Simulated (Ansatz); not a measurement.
# Is this Al₅Co₃Ni₂ structure a true minimum?

It was reached by relaxing an invented guess, and it needn't be the stable form of this composition.

These are results of DFT PBE, scalar-relativistic, plane waves, PAW in Ansatz, not measurements. Settings: cutoff 420 eV, Γ-centred mesh 14×14×4 on the computed 10-atom cell, Gaussian smearing of 0.10 eV; collinear spin from starting moments 0.0 0.0 0.0 0.0 0.0 0.3 0.3 0.0 0.0 0.0 μB.

The cell below (10 atoms, space group P4/mmm (No. 123)) is relaxed within its symmetry.

```
Al Co Ni
1.0
     2.84559    0.00000    0.00000
     0.00000    2.84559    0.00000
     0.00000    0.00000   14.58298
Al Co Ni
5 3 2
Direct
  0.50000 0.50000 0.00000
  0.50000 0.50000 0.20402
  0.50000 0.50000 0.40145
  0.50000 0.50000 0.59855
  0.50000 0.50000 0.79598
  0.00000 0.00000 0.30307
  0.00000 0.00000 0.69693
  0.00000 0.00000 0.50000
  0.00000 0.00000 0.89703
  0.00000 0.00000 0.10297
```

For the test it was strained at random (σ = 1.5 % a component), the atoms were moved at random (σ = 0.05 Å), and all was relaxed again on a coarse 8×8×2 mesh (in the run’s order of axes) with 0.20 eV smearing, with no symmetry imposed.

**Question.** Is the structure stable against such a distortion?

**Answer.** It returns, within 1 meV/atom of the unmoved cell on that mesh and with the same symmetry when read at 0.1 Å. No instability shows in this cell; modes of other wave vectors, which need another repeat, aren't tested.
